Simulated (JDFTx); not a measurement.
```json
{
 "surface": "Be(0001)",
 "bulk": "Be, P6_3/mmc, lattice of mp-87 (not re-optimised)",
 "slab": "6 atoms in 6 planes, 1x1, 9.1 Å between the outermost planes",
 "in-plane cell": "2.265 × 2.265 Å, 4.44 Å²",
 "cell_height": "24.9 Å",
 "sampling": "10×10×1 k mesh, Fermi smearing 0.01 Ha, no spin polarisation"
}
```

Final geometry:
```
6
Lattice="2.265 0.000 0.000 -1.132 1.961 0.000 0.000 0.000 24.900" Properties=species:S:1:pos:R:3 pbc="T T F"
Be     0.000     1.308     7.914
Be     1.132     0.654     9.769
Be     0.000     1.308    11.556
Be     1.132     0.654    13.344
Be     0.000     1.308    15.131
Be     1.132     0.654    16.986
```

Method: PBE, GBRV ultrasoft potentials, plane waves to 20/100 Ha, in a modified build of JDFTx. Liquid on both sides: CANDLE, water, 0.5 M KF; nuclei fixed, outer atoms relaxed in vacuum. Potentials are on the SHE scale by the convention U = −μ/e − 4.44 V; references calibrated for a solvation model differ from this value. The surface is an ideal bare cut with both faces alike: no reconstruction, overlayer or explicit solvent molecules. Convergence in thickness and k mesh wasn't tested for this slab.

Question: Predict the potential of zero charge and the surface charge against electrode potential.

Answer: The potential of zero charge is 0.55 V vs SHE.

```tsv
U (V vs SHE)	μ (eV)	excess electrons per cell	σ (μC/cm², per face)	run
0.55	-4.99	0.000	0.0	neutral
0.85	-5.29	-0.020	3.6	fixed potential
1.15	-5.59	-0.040	7.3	fixed potential
```
